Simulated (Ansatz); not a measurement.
Input and command of a plane-wave DFT calculation in Ansatz:

```yaml
crystal:
  lattice:
    - [6.0976054138, 0.0, 0.0]
    - [0.0, 6.0976054138, 0.0]
    - [0.0, 0.0, 6.0976054138]
  atoms:
    - { symbol: Al, position: [0.4397935459, 0.9397935459, 0.5602064541] }
    - { symbol: Al, position: [0.9397935459, 0.5602064541, 0.4397935459] }
    - { symbol: Al, position: [0.5602064541, 0.4397935459, 0.9397935459] }
    - { symbol: Al, position: [0.0602064541, 0.0602064541, 0.0602064541] }
    - { symbol: Cu, position: [0.8088200391, 0.3088200391, 0.1911799609] }
    - { symbol: Cu, position: [0.3088200391, 0.1911799609, 0.8088200391] }
    - { symbol: Cu, position: [0.1911799609, 0.8088200391, 0.3088200391] }
    - { symbol: Cu, position: [0.6911799609, 0.6911799609, 0.6911799609] }
    - { symbol: Cu, position: [0.0471713232, 0.8753395767, 0.7009279844] }
    - { symbol: Cu, position: [0.2990720156, 0.5471713232, 0.6246604233] }
    - { symbol: Cu, position: [0.3753395767, 0.7990720156, 0.9528286768] }
    - { symbol: Cu, position: [0.5471713232, 0.6246604233, 0.2990720156] }
    - { symbol: Cu, position: [0.7990720156, 0.9528286768, 0.3753395767] }
    - { symbol: Cu, position: [0.8753395767, 0.7009279844, 0.0471713232] }
    - { symbol: Cu, position: [0.9528286768, 0.3753395767, 0.7990720156] }
    - { symbol: Cu, position: [0.7009279844, 0.0471713232, 0.8753395767] }
    - { symbol: Cu, position: [0.6246604233, 0.2990720156, 0.5471713232] }
    - { symbol: Cu, position: [0.4528286768, 0.1246604233, 0.2009279844] }
    - { symbol: Cu, position: [0.2009279844, 0.4528286768, 0.1246604233] }
    - { symbol: Cu, position: [0.1246604233, 0.2009279844, 0.4528286768] }
basis:
  ecutwfc: 420
kpoints:
  mp_grid: { grid: [6, 6, 6] }
hamiltonian:
  xc: pbesol
scf:
  occupations: { method: gaussian, width: 0.1 }
output:
  forces: true
  stress: true
  eigenvalues: true
relax:
  adjacent_minimum: "off"
  f_tol: 0.01
  max_steps: 30
```

```bash
ansatz run input.yaml --threads 4 --pin off --max-ram 10240MiB --backend cpu --events-out ev --progress --plain --runs-dir out
```

Processor: AMD EPYC 9R45 96-Core Processor (Zen 5), 4 threads, on a host shared with other jobs.

Problem. Estimate time, memory and problem size.

Solution. About 38 s on 4 threads of AMD EPYC 9R45 96-Core Processor (Zen 5), on a shared host, peak memory 1.7 GiB. It solves 190 bands at 24 k points (the mesh reduced by symmetry) with about 4385 plane waves, in 19 SCF iterations over 3 ionic steps.
